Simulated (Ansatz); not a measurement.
FeTeAs:
```cif
data_As4Fe4Te4
_chemical_formula_sum 'Fe4 Te4 As4'
_space_group_name_H-M_alt 'P21/c'
_space_group_IT_number 14
_space_group_name_Hall '-P 2ybc'
_cell_length_a 6.20162
_cell_length_b 6.10227
_cell_length_c 6.22670
_cell_angle_alpha 90.000
_cell_angle_beta 114.133
_cell_angle_gamma 90.000
loop_
_atom_site_label
_atom_site_type_symbol
_atom_site_symmetry_multiplicity
_atom_site_Wyckoff_symbol
_atom_site_fract_x
_atom_site_fract_y
_atom_site_fract_z
_atom_site_occupancy
Fe1 Fe 4 e 0.71461 0.49064 0.20777 1
Te1 Te 4 e 0.15359 0.37156 0.36582 1
As1 As 4 e 0.64304 0.14778 0.33758 1
```

Relaxed with r²SCAN.

Problem. Tabulate the valence density and the electron localisation function along the shortest Fe–Te contact (2.57 Å), the program Ansatz at the r²SCAN level (PAW).

Solution. 

```
distance from Fe (Å)  density (e/Å³)   ELF
--------------------  --------------  ----
0.26                           22.74  0.79
0.38                           13.19  0.65
0.51                            6.42  0.46
0.64                            2.76  0.27
0.77                            1.11  0.14
0.90                            0.56  0.10
1.03                            0.44  0.16
1.15                            0.42  0.37
1.28                            0.47  0.61
1.41                            0.55  0.67
1.54                            0.68  0.62
1.67                            0.86  0.54
1.80                            1.47  0.44
1.92                            3.11  0.28
2.05                            6.04  0.12
2.18                            9.85  0.03
2.31                           13.68  0.01
```

The density is the valence pseudo-density with augmentation charge, so density and ELF within about 1 Å of a nucleus are not all-electron values.

Space group P2_1/c. The workflow started from a Materials Project entry (that database holds measured and hypothetical structures alike); the Crystallography Open Database copy checked does not list it. Whether it is the stable phase at ambient conditions was not checked. The cell was relaxed with r²SCAN under the symmetry of its start; whether a distortion lowers the energy is not shown. The run is not spin-polarised. Spin–orbit coupling is left out wherever it is not named.

Potentials: the later of the program's two PAW sets.
